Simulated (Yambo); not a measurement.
BSE-type run in Yambo on KTaO₃ (cubic perovskite, space group Pm-3m, No. 221), at zero momentum.

Quantum ESPRESSO step (LDA, PseudoDojo standard norm-conserving files, scalar-relativistic):
```
&CONTROL
  calculation = 'nscf'
  pseudo_dir = './pseudo'
  outdir = './out'
/
&SYSTEM
  ibrav = 0
  nat = 5
  ntyp = 3
  ecutwfc = 84.0
  ecutrho = 336.0
  occupations = 'fixed'
  force_symmorphic = .true.
  nbnd = 47
/
&ELECTRONS
  conv_thr = 5e-09
  diago_full_acc = .true.
  diago_thr_init = 1e-08
/
ATOMIC_SPECIES
O 15.9990 O.upf
K 39.0983 K.upf
Ta 180.9479 Ta.upf
CELL_PARAMETERS angstrom
  3.994880000000   0.000000000000   0.000000000000
  0.000000000000   3.994880000000   0.000000000000
  0.000000000000   0.000000000000   3.994880000000
ATOMIC_POSITIONS crystal
O   0.000000000000   0.500000000000   0.000000000000
O   0.500000000000   0.000000000000   0.000000000000
O   0.000000000000   0.000000000000   0.500000000000
K   0.500000000000   0.500000000000   0.500000000000
Ta   0.000000000000   0.000000000000   0.000000000000
K_POINTS automatic
8 8 8 0 0 0
```

Yambo input:
```
rim_cut
optics
bse
bss
dipoles
em1s
RandQpts= 1000000
RandGvec= 1 Ry
FFTGvecs= 40 Ry
Chimod= "HARTREE"
BSKmod= "SEX"
BSEmod= "resonant"
BSSmod= "hs"
BSENGexx= 15 Ry
BSENGBlk= 3 Ry
% KfnQP_E
 1.709 | 1.0 | 1.0 |
%
% BSEQptR
 1 | 1 |
%
% BSEBands
 12 | 23 |
%
% BEnRange
 0.0 | 9.7 | eV
%
% BDmRange
 0.15 | 0.15 | eV
%
BEnSteps= 194
% BLongDir
 1.0 | 0.0 | 0.0 |
%
BSHayTrs= -0.02
BSSNEig= 24
WRbsWF
% BndsRnXs
 2 | 41 |
%
NGsBlkXs= 3 Ry
% LongDrXs
 1.0 | 1.0 | 1.0 |
%
```

From the report:

The dimension is k points × valence × conduction bands = 512 × 9 × 3 = 13824.
```
   [SLEPC] Approach                          : Krylov-Schur
   [SLEPC] Number of requested eigenvalues   :  24
   [SLEPC] Number of eigenvalues        [NEV]:  24
    [K] Dimension                                    :  13824
    [K] Bands                                        :  12  23
    [K] Exchange res                                 : yes
    [K] Correlation res                              : yes
    [K] W interaction is bare                        : no
    [K] RL vectors exchange                          :   461
    [K] RL vectors correlation                       :   57
    [W] Matrix size                                  :   57
    [W] Bands                                        :    2   41
    [W] Coulomb Cutoff                               : none
    [W] Hxc Kernel                                   : HARTREE
```

Spin-orbit coupling is not included.

Geometry of the Materials Project entry, not relaxed at this level.
